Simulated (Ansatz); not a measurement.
Relaxed-ion elastic tensor of Ca$_{2}$Al$_{3}$Si$_{3}$HO$_{13}$ in space group P2_1/m (No. 11; Pearson symbol mP44) in GPa (Voigt order), DFT-r²SCAN in the program Ansatz with PAW potentials; density 3.34 g/cm³, 10.27 Å³ per atom.

|  | 1 | 2 | 3 | 4 | 5 | 6 |
|---|---|---|---|---|---|---|
| 1 | 271 | 93.7 | 79.6 | 0.0 | 1.0 | 0.0 |
| 2 | 93.7 | 267 | 55.5 | 0.0 | 12.6 | 0.0 |
| 3 | 79.6 | 55.5 | 246 | 0.0 | 11.5 | 0.0 |
| 4 | 0.0 | 0.0 | 0.0 | 46.5 | 0.0 | -9.9 |
| 5 | 1.0 | 12.6 | 11.5 | 0.0 | 77.5 | 0.0 |
| 6 | 0.0 | 0.0 | 0.0 | -9.9 | 0.0 | 74.2 |

Question: Is the crystal mechanically stable?

Answer: Yes: the smallest eigenvalue of C is 43.3 GPa.

Question: Work out the Voigt, Reuss and Hill averages.

Answer: K_V = 138, K_R = 136, K_H = 137; G_V = 76.7, G_R = 70.4, G_H = 73.6 GPa.

Question: Give Young's modulus, Poisson's ratio, Pugh's ratio and the universal anisotropy index.

Answer: E = 9KG/(3K + G) = 187 GPa; ν = 0.27; K/G = 1.86 (ductile by the Pugh limit of 1.75); A_U = 5G_V/G_R + K_V/K_R − 6 = 0.46.

Question: Estimate the sound speeds and the Debye temperature.

Answer: v_l = √((K + 4G/3)/ρ) = 8390 m/s, v_t = √(G/ρ) = 4690 m/s, mean 5220 m/s; Θ = (h/k)(3n/4πV)^(1/3) v_m = 716 K.

Question: Solve the Christoffel equation for the three sound speeds along x, y, z.

Answer: Eigenvalues of C_ijkl n_j n_l equal ρv². In km/s, slowest first: x 4.71, 4.82, 9.01; y 3.60, 4.81, 8.94; z 3.73, 4.79, 8.60.

Question: How much does each axis shrink under pressure?

Answer: Linear compressibilities β_i = Σ_j S_ij (j = 1 to 3): x 2.0, y 2.5, z 2.9 per TPa.

The workflow started from an entry of the Crystallography Open Database (COD), which files this formula under 2 space groups. Whether it is the stable phase at ambient conditions was not checked. The cell was relaxed with r²SCAN under the symmetry of its start; whether a distortion lowers the energy is not shown.

Potentials: the earlier of the program's two PAW sets. The files were generated under PBE; for other functionals the program regenerates the frozen cores, and for LDA and PBEsol the local potential too.
